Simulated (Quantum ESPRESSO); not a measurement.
B3SiP3C, one run as intended and one with a planted mistake

Simulated, not a measurement. The program is pw.x of Quantum ESPRESSO 7.5 (plane-wave density functional theory). The cell is made up: 8 atoms on a zincblende/diamond lattice, with randomly drawn elements, strain and displacements, not relaxed. PseudoDojo standard norm-conserving files (v0.5 for PBE, v0.4.1 for LDA and PBEsol) set the functional; there is no spin polarisation, spin-orbit coupling or dispersion term, and the masses in the input are unused placeholders.

Intended input:

```
&control calculation='scf', pseudo_dir='./dojo.nc.sr.pbe.v0_5.standard.upf', outdir='./o', disk_io='medium', tprnfor=.true., tstress=.true. /
&system ibrav=0, nat=8, ntyp=4, nbnd=22, ecutwfc=82.02448710, nosym=.true., tot_charge=0,
 occupations='smearing', smearing='fd', degauss=0.0018374661
/
&electrons conv_thr=7.350e-09, electron_maxstep=60, /
ATOMIC_SPECIES
B 1.0 B.upf
C 1.0 C.upf
P 1.0 P.upf
Si 1.0 Si.upf
CELL_PARAMETERS angstrom
4.4652 -0.0546 -0.0504
-0.0546 4.6457 -0.0315
-0.0504 -0.0315 4.5048
ATOMIC_POSITIONS angstrom
B 0.0377 0.0073 0.0184
B -0.0933 2.3816 2.2021
Si 2.0624 -0.1281 2.283
B 2.2274 2.3356 -0.0215
P 1.065 1.1661 1.1606
C 1.0175 3.4275 3.3767
P 3.2911 1.2945 3.432
P 3.1968 3.4448 0.9881
K_POINTS automatic
4 4 4 1 1 1
```

The log is shortened where brackets say so; the opening notice, blank lines, dates and the lines on written files are dropped, and the path of the files is cut. It prints rydbergs, bohrs and kilobars, and counts compression as positive stress. Where no state is partly filled, the Fermi energy that it prints is only some level between the filled and the empty states on the mesh, and need not lie in the true gap.

Log of the intended run:

```
     Program PWSCF v.7.5
     Parallel version (MPI & OpenMP), running on       1 processor cores
     Number of MPI processes:                 1
     Threads/MPI process:                     1
     [start-up lines left out]
     bravais-lattice index     =            0
     lattice parameter (alat)  =       8.4392  a.u.
     unit-cell volume          =     630.4135 (a.u.)^3
     number of atoms/cell      =            8
     number of atomic types    =            4
     number of electrons       =        32.00
     number of Kohn-Sham states=           22
     kinetic-energy cutoff     =      82.0245  Ry
     charge density cutoff     =     328.0979  Ry
     scf convergence threshold =      7.3E-09
     mixing beta               =       0.7000
     number of iterations used =            8  plain     mixing
     Exchange-correlation= PBE
                           (   1   4   3   4   0   0   0)
     [axes and pseudopotential details left out]
   Cartesian axes
     site n.     atom                  positions (alat units)
         1        B      tau(   1) = (   0.0084419   0.0016346   0.0041202  )
         2        B      tau(   2) = (  -0.0208920   0.5332953   0.4931011  )
         3        Si     tau(   3) = (   0.4618191  -0.0286846   0.5112165  )
         4        B      tau(   4) = (   0.4987664   0.5229949  -0.0048143  )
         5        P      tau(   5) = (   0.2384781   0.2611168   0.2598852  )
         6        C      tau(   6) = (   0.2278418   0.7674965   0.7561212  )
         7        P      tau(   7) = (   0.7369534   0.2898685   0.7685042  )
         8        P      tau(   8) = (   0.7158375   0.7713704   0.2212584  )
     number of k points=    32  Fermi-Dirac smearing, width (Ry)=  0.0018
                       cart. coord. in units 2pi/alat
        k(    1) = (   0.1279400   0.1225194   0.1262064), wk =   0.0625000
        k(    2) = (   0.1307588   0.1242333   0.3740866), wk =   0.0625000
     [further k points left out]
     Dense  grid:    63247 G-vectors     FFT dimensions: (  50,  54,  50)
     Estimated max dynamical RAM per process >      73.12 MB
     Initial potential from superposition of free atoms
     starting charge      31.9982, renormalised to      32.0000
     Starting wfcs are   32 randomized atomic wfcs
     total cpu time spent up to now is        5.9 secs
     per-process dynamical memory:    57.2 Mb
     Self-consistent Calculation
     iteration #  1     ecut=    82.02 Ry     beta= 0.70
     Davidson diagonalization with overlap
     ethr =  1.00E-02,  avg # of iterations =  4.8
     total cpu time spent up to now is       14.4 secs
     total energy              =     -79.45711293 Ry
     estimated scf accuracy    <       0.53317000 Ry
     iteration #  2     ecut=    82.02 Ry     beta= 0.70
     Davidson diagonalization with overlap
     ethr =  1.67E-03,  avg # of iterations =  4.2
     total cpu time spent up to now is       24.1 secs
     total energy              =     -79.50694558 Ry
     estimated scf accuracy    <       0.36436251 Ry
     [iterations 3 to 9 left out]
     iteration # 10     ecut=    82.02 Ry     beta= 0.70
     Davidson diagonalization with overlap
     ethr =  8.06E-11,  avg # of iterations =  5.3
     total cpu time spent up to now is       93.5 secs
     total energy              =     -79.60705271 Ry
     estimated scf accuracy    <       0.00000009 Ry
     iteration # 11     ecut=    82.02 Ry     beta= 0.70
     Davidson diagonalization with overlap
     ethr =  8.06E-11,  avg # of iterations =  3.0
     total cpu time spent up to now is       99.9 secs
     End of self-consistent calculation
     [lines on levels left out]
     the Fermi energy is     9.5609 ev
!    total energy              =     -79.60705272 Ry
     estimated scf accuracy    <          3.2E-09 Ry
     smearing contrib. (-TS)   =      -0.00000000 Ry
     internal energy E=F+TS    =     -79.60705272 Ry
     The total energy is F=E-TS. E is the sum of the following terms:
     one-electron contribution =      24.41671118 Ry
     hartree contribution      =       6.04867794 Ry
     xc contribution           =     -27.29666139 Ry
     ewald contribution        =     -82.77578045 Ry
     convergence has been achieved in  11 iterations
     Forces acting on atoms (cartesian axes, Ry/au):
     atom    1 type  1   force =     0.00394194   -0.03492691   -0.07089387
     atom    2 type  1   force =     0.04567882    0.04663096    0.08080993
     atom    3 type  4   force =     0.00361492   -0.05572267    0.20882726
     atom    4 type  1   force =    -0.16016650    0.01662523   -0.06505356
     atom    5 type  3   force =    -0.10796559    0.14284530   -0.13100111
     atom    6 type  2   force =    -0.05832129   -0.02898620    0.03169824
     atom    7 type  3   force =     0.08501332   -0.07645193   -0.03657647
     atom    8 type  3   force =     0.18820436   -0.01001378   -0.01781041
     Total force =     0.445711     Total SCF correction =     0.000062
     Computing stress (Cartesian axis) and pressure
          total   stress  (Ry/bohr**3)                   (kbar)     P=       87.09
   0.00069153  -0.00008183   0.00026691          101.73      -12.04       39.26
  -0.00008183   0.00033943   0.00030261          -12.04       49.93       44.52
   0.00026691   0.00030261   0.00074511           39.26       44.52      109.61
     init_run     :      4.21s CPU      5.85s WALL (       1 calls)
     electrons    :     86.87s CPU     93.94s WALL (       1 calls)
     forces       :      1.20s CPU      1.23s WALL (       1 calls)
     stress       :      4.42s CPU      4.45s WALL (       1 calls)
     [timing details left out]
     PWSCF        :   1m36.81s CPU   1m45.63s WALL
     JOB DONE.
```

A second run has one planted mistake: the smearing is too wide. The input lines that differ, file-writing options aside:

```
- &system ibrav=0, nat=8, ntyp=4, nbnd=22, ecutwfc=82.02448710, nosym=.true., tot_charge=0,
+ &system ibrav=0, nat=8, ntyp=4, nbnd=40, ecutwfc=82.02448710, nosym=.true., tot_charge=0,
-  occupations='smearing', smearing='fd', degauss=0.0018374661
+  occupations='smearing', smearing='fd', degauss=0.0440991866
```

Its log:

```
     Program PWSCF v.7.5
     Parallel version (MPI & OpenMP), running on       1 processor cores
     Number of MPI processes:                 1
     Threads/MPI process:                     1
     [start-up lines left out]
     bravais-lattice index     =            0
     lattice parameter (alat)  =       8.4392  a.u.
     unit-cell volume          =     630.4135 (a.u.)^3
     number of atoms/cell      =            8
     number of atomic types    =            4
     number of electrons       =        32.00
     number of Kohn-Sham states=           40
     kinetic-energy cutoff     =      82.0245  Ry
     charge density cutoff     =     328.0979  Ry
     scf convergence threshold =      7.3E-09
     mixing beta               =       0.7000
     number of iterations used =            8  plain     mixing
     Exchange-correlation= PBE
                           (   1   4   3   4   0   0   0)
     [axes and pseudopotential details left out]
   Cartesian axes
     site n.     atom                  positions (alat units)
         1        B      tau(   1) = (   0.0084419   0.0016346   0.0041202  )
         2        B      tau(   2) = (  -0.0208920   0.5332953   0.4931011  )
         3        Si     tau(   3) = (   0.4618191  -0.0286846   0.5112165  )
         4        B      tau(   4) = (   0.4987664   0.5229949  -0.0048143  )
         5        P      tau(   5) = (   0.2384781   0.2611168   0.2598852  )
         6        C      tau(   6) = (   0.2278418   0.7674965   0.7561212  )
         7        P      tau(   7) = (   0.7369534   0.2898685   0.7685042  )
         8        P      tau(   8) = (   0.7158375   0.7713704   0.2212584  )
     number of k points=    32  Fermi-Dirac smearing, width (Ry)=  0.0441
                       cart. coord. in units 2pi/alat
        k(    1) = (   0.1279400   0.1225194   0.1262064), wk =   0.0625000
        k(    2) = (   0.1307588   0.1242333   0.3740866), wk =   0.0625000
     [further k points left out]
     Dense  grid:    63247 G-vectors     FFT dimensions: (  50,  54,  50)
     Estimated max dynamical RAM per process >      84.21 MB
     Initial potential from superposition of free atoms
     starting charge      31.9982, renormalised to      32.0000
     Starting wfcs are   32 randomized atomic wfcs +    8 random wfcs
     total cpu time spent up to now is        5.8 secs
     per-process dynamical memory:    53.4 Mb
     Self-consistent Calculation
     iteration #  1     ecut=    82.02 Ry     beta= 0.70
     Davidson diagonalization with overlap
     ethr =  1.00E-02,  avg # of iterations =  7.3
     total cpu time spent up to now is       27.6 secs
     total energy              =     -79.48541595 Ry
     estimated scf accuracy    <       0.55467176 Ry
     iteration #  2     ecut=    82.02 Ry     beta= 0.70
     Davidson diagonalization with overlap
     ethr =  1.73E-03,  avg # of iterations =  2.0
     total cpu time spent up to now is       38.3 secs
     total energy              =     -79.49357690 Ry
     estimated scf accuracy    <       0.47366891 Ry
     [iterations 3 to 8 left out]
     iteration #  9     ecut=    82.02 Ry     beta= 0.70
     Davidson diagonalization with overlap
     ethr =  1.65E-09,  avg # of iterations =  2.1
     total cpu time spent up to now is      111.4 secs
     total energy              =     -79.63376288 Ry
     estimated scf accuracy    <       0.00000004 Ry
     iteration # 10     ecut=    82.02 Ry     beta= 0.70
     Davidson diagonalization with overlap
     ethr =  1.25E-10,  avg # of iterations =  3.3
     total cpu time spent up to now is      122.9 secs
     End of self-consistent calculation
     [lines on levels left out]
     the Fermi energy is     9.5407 ev
!    total energy              =     -79.63376290 Ry
     estimated scf accuracy    <          6.9E-09 Ry
     smearing contrib. (-TS)   =      -0.09024732 Ry
     internal energy E=F+TS    =     -79.54351557 Ry
     The total energy is F=E-TS. E is the sum of the following terms:
     one-electron contribution =      24.51946154 Ry
     hartree contribution      =       5.98301661 Ry
     xc contribution           =     -27.27021327 Ry
     ewald contribution        =     -82.77578045 Ry
     convergence has been achieved in  10 iterations
     Forces acting on atoms (cartesian axes, Ry/au):
     atom    1 type  1   force =     0.00423211   -0.03745390   -0.06750075
     atom    2 type  1   force =     0.04417429    0.04245919    0.07398551
     atom    3 type  4   force =     0.00436903   -0.05795916    0.19709052
     atom    4 type  1   force =    -0.15348505    0.01235794   -0.06277712
     atom    5 type  3   force =    -0.10506256    0.14465317   -0.12707975
     atom    6 type  2   force =    -0.05915609   -0.02775831    0.03505348
     atom    7 type  3   force =     0.08171365   -0.06794552   -0.03205905
     atom    8 type  3   force =     0.18321463   -0.00835342   -0.01671285
     Total force =     0.430033     Total SCF correction =     0.000124
     Computing stress (Cartesian axis) and pressure
          total   stress  (Ry/bohr**3)                   (kbar)     P=       90.15
   0.00067393  -0.00011315   0.00023072           99.14      -16.64       33.94
  -0.00011315   0.00042322   0.00029949          -16.64       62.26       44.06
   0.00023072   0.00029949   0.00074126           33.94       44.06      109.04
     init_run     :      4.20s CPU      5.70s WALL (       1 calls)
     electrons    :    108.65s CPU    117.13s WALL (       1 calls)
     forces       :      1.88s CPU      1.90s WALL (       1 calls)
     stress       :      8.47s CPU      8.53s WALL (       1 calls)
     [timing details left out]
     PWSCF        :   2m 3.39s CPU   2m13.76s WALL
     JOB DONE.
```

|  | intended run | run with the mistake |
| --- | --- | --- |
| free energy (eV) | -1083.109 | -1083.473 |
| smearing term -TS (eV) | 0.0000 | -1.2279 |
| pressure (GPa) | 8.71 | 9.01 |
| largest force component (eV/Å) | 5.369 | 5.067 |
| largest change of a force component (eV/Å) |  | 0.302 |
| iterations | 11 | 10 |

For scale, a rerun of the intended cell at 1347 eV and a 6 x 6 x 6 mesh moved values by no more than 0.006 eV in energy, 0.02 GPa in stress and 0.004 eV/Å in force. The number of bands, nbnd, was set by rule from the electron count and the smearing, so it follows the mistake.